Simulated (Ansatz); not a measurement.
MnF₂:
```
MnF2
1.0
    3.49044    -3.49044     0.00000
    3.49044     3.49044     0.00000
    0.00000     0.00000     3.32088
Mn F
2 4
Direct
  0.00000   0.00000   0.00000
  0.50000   0.50000   0.50000
  0.30349   0.69651   0.00000
  0.80349   0.80349   0.50000
  0.69651   0.30349   0.00000
  0.19651   0.19651   0.50000
```
Starting moments (μB, in the order of the atoms Mn Mn F F F F): 4.7 -4.7 0.0 0.0 0.0 0.0.

Relaxed with PBE.

Problem. Map the electron localisation function on the plane through (0.000, 0.000, 0.000) spanned by u = [0, 0, 1] and v = [1, 1, 0] in lattice vectors, from plane-wave PAW PBE (Ansatz code).

Solution. x is the fraction of u, y of v (the angle between them is 90°; rows are the nearest grid lines); atoms in the plane: Mn at (0.00, 0.00), Mn at (0.50, 0.50), F at (0.50, 0.80), F at (0.50, 0.20).
```
|998631000000136899|
|876410123321014678|
|654211467764112456|
|110137888888731011|
|000258876678852000|
|001368886688863100|
|000257888888752000|
|000012455554210000|
|000000111111000000|
|000001234432100000|
|000012467764210000|
|000024799997420000|
|000024799997420000|
|000012467764210000|
|000001234432100000|
|000000111111000000|
|000012455554210000|
|000257888888752000|
|001368886688863100|
|000258876678852000|
|110137888888731011|
|654211467764112456|
|876410123321014678|
|998631000000136899|
```
Scale: ten equal steps from 0.009 (start of '0') to 0.904 (end of '9'), in the order '0123456789'; x runs from 0.000 to 1.00, y from 0.000 (bottom) to 1.00 (top).

The density is the valence pseudo-density with augmentation charge, so density and ELF within about 1 Å of a nucleus are not all-electron values.

Space group P4_2/mnm (rutile). The cell was relaxed with PBE under the symmetry of its start, as lowered by the spin order; of distortions, only those at the zone centre were tested. Magnetic state: antiferromagnetic, chosen from 5 collinear starts compared on coarse meshes (ties went to the first, and starts can fall back to one state), not a proven ground state. No Hubbard U is applied.

Potentials: the later of the program's two PAW sets.
